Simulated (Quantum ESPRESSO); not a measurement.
Kohn-Sham bands of CsPbBr$_{3}$ (cubic perovskite)

```
CELL_PARAMETERS angstrom
      5.94863     0.00000     0.00000
      0.00000     5.94863     0.00000
      0.00000     0.00000     5.94863
ATOMIC_POSITIONS crystal
  Cs 0.00000 0.00000 0.00000
  Pb 0.50000 0.50000 0.50000
  Br 0.50000 0.50000 0.00000
  Br 0.00000 0.50000 0.50000
  Br 0.50000 0.00000 0.50000
```

Materials Project entry mp-600089; symmetrised, unrelaxed at this level. COD (Crystallography Open Database) records the formula in this space group. Ideal cubic forms of this type are often high-temperature phases that distort on cooling; symmetry holds the cell here, and its stability was not tested. Computed values, not measurements, from PBEsol: Quantum ESPRESSO (norm-conserving PseudoDojo potentials, cutoff 45 Ry, spinors with spin-orbit coupling) on a Γ-centred 4×4×4 mesh, then Wannier90. Density: 6×6×6 mesh, Gaussian smearing 0.01 Ry.

Energies are relative to the valence-band maximum; weights are on the orthonormalised atomic waves of the pseudopotential files, averaged over the group. 44 electrons a cell are treated as valence.

| bands | from (eV) | to (eV) | filling | weight on atomic waves |
|---|---|---|---|---|
| 1–2 | -21.32 | -21.32 | filled | (withheld) |
| 3–6 | -17.97 | -17.95 | filled | (withheld) |
| 7–12 | -15.52 | -15.36 | filled | (withheld) |
| 13–18 | -14.57 | -13.88 | filled | (withheld) |
| 19–20 | -9.26 | -9.23 | filled | (withheld) |
| 21–26 | -8.69 | -6.87 | filled | (withheld) |
| 27–44 | -4.31 | 0.00 | filled | (withheld) |

Problem. Which atomic shells make up each group?

Solution. 
- 1–2, weight on atomic waves: Cs 5s 100 %
- 3–6, weight on atomic waves: Pb 5d 99 %
- 7–12, weight on atomic waves: Pb 5d 96 %
- 13–18, weight on atomic waves: Br 4s 88 %, Pb 6p 5 %, Pb 5d 4 %
- 19–20, weight on atomic waves: Cs 5p 99 %
- 21–26, weight on atomic waves: Cs 5p 66 %, Pb 6s 25 %, Br 4p 7 %
- 27–44, weight on atomic waves: Br 4p 89 %, Pb 6p 7 %

The Kohn-Sham gap over both meshes and the path is 0.38 eV.
